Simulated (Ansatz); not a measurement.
Structure types of Ni were relaxed at one common pressure (all-electron LAPW in Ansatz 0.2.0 under PBEsol, scalar-relativistic, ferromagnetic start, zero temperature). They take these volumes:

```csv
type,space group,V (Å³/atom)
fcc,Fm-3m,9.41
bcc,Im-3m,9.40
hcp,P6_3/mmc,9.42
diamond,Fd-3m,13.16
sc,Pm-3m,10.55
beta tin,I4_1/amd,10.08
```

Q: At about which pressure, and is the densest type also the lowest in enthalpy?

A: 29 GPa. The densest types tie within 0.02 Å³/atom, and fcc is the lowest in enthalpy.
